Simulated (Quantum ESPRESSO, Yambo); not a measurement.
Levels of theory for the gap of Na2CO3

Na₂CO₃ (space group C2/m, No. 12): one geometry, one set of LDA (pw.x of Quantum ESPRESSO, ONCV potentials, no spin-orbit coupling) orbitals, self-energies from Yambo (2×2×2 Γ-centred k mesh, bands 5 to 208 and a 7 Ry block in the screening, 208 bands in G with the Bruneval-Gonze terminator, plasmon pole fitted at 27.2 eV).

The geometry is that of Materials Project entry mp-3070, symmetrised and not relaxed again.

| level | gap (0, 0, -0.5) → Γ (eV) | direct gap at Γ (eV) | rough Yambo cost |
|---|---|---|---|
| LDA (Quantum ESPRESSO) | 3.96 | 4.01 | – |
| exchange only (Hartree-Fock self-energy on LDA orbitals) | 15.00 | 15.06 | about 1/8 (12 states) |
| static COHSEX@LDA | 8.46 | 8.52 | within a factor of two (3 states) |
| G0W0@LDA, plasmon pole | 7.24 | 7.29 | 1 (12 states) |
| G0W0@LDA, multipole fit to 8 frequencies, no terminator | 7.10 | 7.16 | within a factor of two (3 states) |
| G0W0@LDA, plasmon pole, no terminator | 7.11 | 7.17 | about 1/9 (3 states, screening reused) |

Bare exchange has no screening and gives the widest gap; static COHSEX screens it but leaves out the frequency dependence, which G0W0 restores.

Costs are rough ratios of core time on shared machines.

Nearest settings tried, and what they do to the gap: 140 bands in W, 140 bands in G: +60 meV; 6 Ry block (227 vectors against 281): -31 meV. Not varied: mesh. So the settings aren't converged at that level. The k mesh is coarse.
